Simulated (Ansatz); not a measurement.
A relaxed cell of Co (P6₃/mmc (No. 194)), relaxed on a k-mesh at least as fine as the one used below. All values below come from PBEsol (plane waves to 420 eV, PAW, scalar-relativistic; Ansatz, a quantum-chemistry and plane-wave program). Γ-centred k-mesh 15×8×4 on the run's cell (coarser than for final values), Fermi–Dirac smearing 0.05 eV.

```
CELL_PARAMETERS angstrom
      2.45666     0.00000     0.00000
     -2.45666     4.25506     0.00000
      0.00000     0.00000     7.96087
ATOMIC_POSITIONS crystal
  Co 0.00000 0.00000 0.00000
  Co 0.00000 0.50000 0.00000
  Co 0.00000 0.00000 0.50000
  Co 0.00000 0.50000 0.50000
  Co 0.33333 0.33333 0.25000
  Co 0.33333 0.83333 0.25000
  Co 0.66667 0.16667 0.75000
  Co 0.66667 0.66667 0.75000
```
Spin-polarised start, with parallel moments on Co.

Every atom was then displaced, and the forces became (eV/Å):

| atom | Fx | Fy | Fz |
|---|---|---|---|
| Co1 | 0.20 | 0.68 | 0.51 |
| Co2 | 0.05 | -0.51 | 0.25 |
| Co3 | 0.11 | 0.06 | 1.37 |
| Co4 | 0.04 | -0.58 | 1.40 |
| Co5 | 0.02 | -1.82 | -0.54 |
| Co6 | -0.40 | 2.36 | -1.66 |
| Co7 | 0.53 | -0.49 | -1.12 |
| Co8 | -0.55 | 0.32 | -0.21 |

Problem. Which atom was moved farthest relative to the others, and in which direction?

Solution. Co6, by (0.08, -0.16, 0.10) Å (0.20 Å, mean shift removed); the next is Co7 with 0.16 Å. Its force makes an angle of 164° with its move.

All displacements (Å):

```
atom      ux      uy      uz
----  ------  ------  ------
Co1   -0.076  -0.101   0.032
Co2   -0.023   0.000  -0.016
Co3   -0.009  -0.003  -0.094
Co4    0.009  -0.007  -0.028
Co5    0.038   0.015   0.026
Co6    0.076  -0.199   0.121
Co7   -0.106   0.007   0.133
Co8    0.055  -0.021   0.012
```

Problem. Estimate the energy cost of the displacement in the harmonic approximation and compare with the calculation.

Solution. For a harmonic well ΔE = −½ Σ F·u = 0.613 eV a cell, or 77 meV/atom. The calculated energy relative to the undisplaced cell is +0.07 eV/atom, so the harmonic estimate holds well.

Spin state reached: ferromagnetic (net 1.60 μB/atom), from parallel starting moments; other spin orders were not run from this start.

The run that gave the undisplaced cell could not lose the symmetry of its start; a randomly shaken copy of 8 atoms returns to this structure.

The relaxed structure here is a generated cell of Co: the first start was made by placing the elements on the sites of a structure type, and the end was not matched to a known phase here, so it may be hypothetical. A known form of Co has the same space group; whether the sites agree was not checked.
